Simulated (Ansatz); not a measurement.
Pressure against volume in ZrTi₃C₄

It was reached by relaxing an invented guess, and it needn't be the stable form of this composition.

All numbers below come from DFT PBE, scalar-relativistic, plane waves, PAW (Ansatz). Settings of the last relaxation (8-atom cell): 420 eV, 12×12×12 k points, Gaussian smearing of 0.10 eV, no spin polarisation.

```
Zr Ti C
1.0
    -2.22426    2.22426    4.42912
     2.22426   -2.22426    4.42912
     2.22426    2.22426   -4.42912
Zr Ti C
1 3 4
Cartesian
  0.0000 0.0000 4.4291
  0.0000 0.0000 0.0000
  0.0000 2.2243 2.2146
  2.2243 0.0000 2.2146
  0.0000 0.0000 2.1609
  2.2243 0.0000 0.0000
  0.0000 0.0000 6.6973
  0.0000 2.2243 0.0000
```

The cell was set to several volumes, with shape and atoms relaxed at each where symmetry leaves them free. Pressure is positive in compression, and energies count from the lowest row. No row has a gap on its mesh.

| row | V (Å³/atom) | P (GPa) | ΔE (meV/atom) |
| --- | --- | --- | --- |
| 1 | 9.641 | 39.13 | 144.5 |
| 2 | 9.970 | ? | ? |
| 3 | 10.299 | 16.64 | 32.4 |
| 4 | 10.627 | 7.70 | 7.7 |
| 5 | 10.956 | 0.02 | 0.0 |
| 6 | 11.285 | -6.60 | 6.9 |
| 7 | 11.614 | -12.29 | 26.5 |
| 8 | 12.052 | -18.65 | 69.1 |

Question: Find B = −V·ΔP/ΔV from rows 4 and 6 and from rows 1 and 3, and from the two its slope B′ and its value B0 at zero pressure.

Answer: Rows 4 and 6 give −(10.627 + 11.285)/2 × (-6.60 − (7.70))/(11.285 − 10.627) = 238.1 GPa at a mean pressure of 0.55 GPa. Rows 1 and 3 give −(9.641 + 10.299)/2 × (16.64 − (39.13))/(10.299 − 9.641) = 340.8 GPa at a mean pressure of 27.89 GPa. So B′ = (340.8 − 238.1)/(27.89 − (0.55)) = 3.76 and B0 = 238.1 − 3.76 × (0.55) = 236.0 GPa. A third-order Birch–Murnaghan fit to all the energies gives B0 = 237.2 GPa and B′ = 4.0.

Question: Estimate the pressure and energy of row 2.

Answer: From row 5, V0 = 10.956 × (1 + (0.02)/236.0) = 10.957 Å³/atom. Murnaghan's form P = (B0/B′)·[(V0/V)^B′ − 1] gives (236.0/3.76) × [(10.957/9.970)^3.76 − 1] = 26.74 GPa; the computed pressure is 27.03 GPa, so the estimate is off by -0.29 GPa. The work of compression from row 3, with the mean of the two pressures, gives ΔE = 32.4 + (26.74 + 16.64)/2 × (10.299 − 9.970)/160.2 × 1000 = 76.9 meV/atom (1 eV/Å³ = 160.2 GPa); the computed value is 76.9 meV/atom.

All volumes keep the k mesh of the relaxed cell. A later test with randomly moved atoms came back to the same energy, though modes that don't fit the test's cell weren't probed.
